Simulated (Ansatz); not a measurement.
In PBE (plane waves, PAW; program Ansatz), ScIr3C in the anti-perovskite structure (Pm-3m) relaxes to a = 4.130 Å. Sc has 12 nearest neighbours from 2.92 Å (cuboctahedral); C has 6 nearest neighbours from 2.07 Å (octahedral). Its formation energy from the elements is -0.23 eV/atom, with no fitted shifts.

Electronic character: metallic (no gap). Gap from PBE with spin–orbit coupling: none (metallic).

An equation-of-state fit gives a bulk modulus of 251 GPa.

The start of the workflow was typed in or built on a structure type; neither database checked (COD, Materials Project) lists it. Its standing as an ambient phase is unchecked. The cell was relaxed with PBE under the symmetry of its start; its stability against distortions is not shown here. The run is not spin-polarised. The references are the lowest solids computed at this level, not always the standard phases. Scalar-relativistic: spin–orbit coupling is off unless named, which matters more the heavier the elements.

Potentials: the earlier of the program's two PAW sets.
